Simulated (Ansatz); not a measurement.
Relaxed-ion elastic tensor of Ta$_{2}$O$_{5}$ in space group Pmmm (No. 47; Pearson symbol oP7) in GPa (Voigt order), plane-wave PAW PBEsol (Ansatz code); density 8.05 g/cm³, 13.02 Å³ per atom.

```
 676  51.2   129   0.0   0.0   0.0
51.2   794  28.2   0.0   0.0   0.0
 129  28.2   298   0.0   0.0   0.0
 0.0   0.0   0.0  43.8   0.0   0.0
 0.0   0.0   0.0   0.0  40.8   0.0
 0.0   0.0   0.0   0.0   0.0  77.7
```

Question: Is the crystal mechanically stable?

Answer: Yes: the smallest eigenvalue of C is 40.8 GPa.

Question: Work out the Voigt, Reuss and Hill averages.

Answer: K_V = 243, K_R = 207, K_H = 225; G_V = 136, G_R = 71.3, G_H = 104 GPa.

Question: Give Young's modulus, Poisson's ratio, Pugh's ratio and the universal anisotropy index.

Answer: E = 9KG/(3K + G) = 270 GPa; ν = 0.30; K/G = 2.17 (ductile by the Pugh limit of 1.75); A_U = 5G_V/G_R + K_V/K_R − 6 = 4.74.

Question: Estimate the sound speeds and the Debye temperature.

Answer: v_l = √((K + 4G/3)/ρ) = 6720 m/s, v_t = √(G/ρ) = 3590 m/s, mean 4010 m/s; Θ = (h/k)(3n/4πV)^(1/3) v_m = 508 K.

Question: Solve the Christoffel equation for the three sound speeds along x, y, z.

Answer: Eigenvalues of C_ijkl n_j n_l equal ρv². In km/s, slowest first: x 2.25, 3.11, 9.16; y 2.33, 3.11, 9.93; z 2.25, 2.33, 6.08.

Question: How much does each axis shrink under pressure?

Answer: Linear compressibilities β_i = Σ_j S_ij (j = 1 to 3): x 0.84, y 1.1, z 2.9 per TPa.

The first step of the workflow began from a Materials Project structure, measured or hypothetical; the Crystallography Open Database copy checked does not list it. COD files the formula under space group No. 49, so this cell is another polymorph or a model. Whether it is the stable phase at ambient conditions was not checked. The PBEsol relaxation kept the symmetry of its start. At this level the phase is dynamically unstable (imaginary phonons). No spin polarisation was allowed. Scalar-relativistic: spin–orbit coupling is off unless named, which matters more the heavier the elements.

Potentials: the later of the program's two PAW sets.
